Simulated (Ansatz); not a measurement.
**How In₂Ag stores the work of compression**

Computed with Ansatz 0.2.0, DFT r2SCAN, scalar-relativistic, plane waves, PAW. Settings: 500 eV cutoff, 8×8×8 k-mesh, Gaussian smearing of 0.10 eV, no spin polarisation.

Reference structure (relaxed):

```yaml
crystal:
  lattice:
    - [-3.42658, 3.42658, 2.86758]
    - [3.42658, -3.42658, 2.86758]
    - [3.42658, 3.42658, -2.86758]
  atoms:
    - { symbol: In, position: [0.15519, 0.65519, 0.81038] }
    - { symbol: In, position: [0.65519, 0.84481, 0.50000] }
    - { symbol: In, position: [0.84481, 0.34481, 0.18962] }
    - { symbol: In, position: [0.34481, 0.15519, 0.50000] }
    - { symbol: Ag, position: [0.75000, 0.75000, 0.00000] }
    - { symbol: Ag, position: [0.25000, 0.25000, 0.00000] }
```

Cell and atoms were relaxed at each target pressure within the start's symmetry (I4/mcm), at zero temperature; other phases can be more stable under pressure. H = E + PV with P the target; E is the free energy at the smearing used, whose derivative the pressure is, per atom and counted from zero pressure. The mesh named is that at zero pressure; some other pressures ran on another.

| P (GPa) | V (Å³/atom) | E − E0 (meV) | H − H0 (meV) |
| --- | --- | --- | --- |
| 0 | 22.446 | 0.0 | 0.0 |
| 1 | 22.097 | 1.1 | 139.0 |
| 4 | 21.225 | 14.3 | 544.2 |
| 12 | 19.627 | 90.8 | 1560.9 |
| 25 | 17.984 | 262.1 | 3068.2 |
| 50 | 16.150 | 678.1 | 5718.0 |

Problem. Thermodynamics gives dH/dP = V along a relaxed path. Integrate V over P by the trapezoid rule and compare with the computed enthalpies.

Solution. With 1 eV/Å³ = 160.22 GPa, each step adds the mean volume times ΔP / 160.22:
| P (GPa) | ∫V dP (meV) | H − H0 (meV) | difference (meV) |
| --- | --- | --- | --- |
| 1 | 139.0 | 139.0 | 0.0 |
| 4 | 544.6 | 544.2 | 0.4 |
| 12 | 1564.5 | 1560.9 | 3.7 |
| 25 | 3090.4 | 3068.2 | 22.2 |
| 50 | 5753.5 | 5718.0 | 35.4 |

V(P) curves upward, so the trapezoid rule runs high; integrating a smooth curve through the same points (P as a polynomial of degree 4 in ln V) puts that excess at about 23.0 meV at 50 GPa, against the 35.4 meV found. What is left comes from the shape of V(P) between points this far apart, and from the mesh, the smearing and the stress tolerance.

Problem. At 50 GPa, how much of the enthalpy change is stored energy and how much is the PV term?

Solution. E rises by 678 meV/atom and PV is 50 × 16.150 / 160.22 = 5040 meV/atom, so PV makes 88 % of ΔH. So between rival structures at high pressure a small difference in volume can outweigh the difference in energy: 1 % of this volume is worth 50.4 meV/atom at this pressure.

Problem. What bulk modulus do the lowest pressures give?

Solution. From the pressures that the runs reached, -1.00 GPa (22.838 Å³) and 1.00 GPa (22.097 Å³), B = −ΔP/Δln V = 2.00 / 0.0330 = 61 GPa, a mean over that range.

1 further run of this set didn't finish or converge.